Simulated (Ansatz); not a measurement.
SnMo₂C in space group P6_3/mmc (No. 194; Sn on 2d, Mo on 4f, C on 2a) at seven volumes, PBE (plane waves, PAW; program Ansatz), shape and atoms relaxed at each. One row is withheld.

| V (Å³/atom) | P (GPa) |
|---|---|
| 13.562 | 21.82 |
| 14.009 | 13.26 |
| 14.456 | 6.02 |
| 14.903 | 0.00 |
| 15.350 | -5.02 |
| 15.797 | -9.16 |
| 16.244 | ? |

Fit the shown pressures and predict the withheld one.

Third-order Birch–Murnaghan: P = (3/2)B₀(x^(7/2) − x^(5/2))[1 + (3/4)(B′ − 4)(x − 1)] with x = (V₀/V)^(2/3). Least squares on the six rows gives V₀ = 14.904 Å³/atom, B₀ = 182.6 GPa, B′ = 5.01. At V = 16.244, x = 0.9442 and P = -12.68 GPa. The run itself gave -12.50 GPa.

The start of the workflow was typed in or built on a structure type; neither database checked (COD, Materials Project) lists it. Its standing as an ambient phase is unchecked. The cell was relaxed with PBE under the symmetry of its start; its stability against distortions is not shown here. The run is not spin-polarised. Scalar-relativistic: spin–orbit coupling is off unless named, which matters more the heavier the elements.

Potentials: the earlier of the program's two PAW sets.
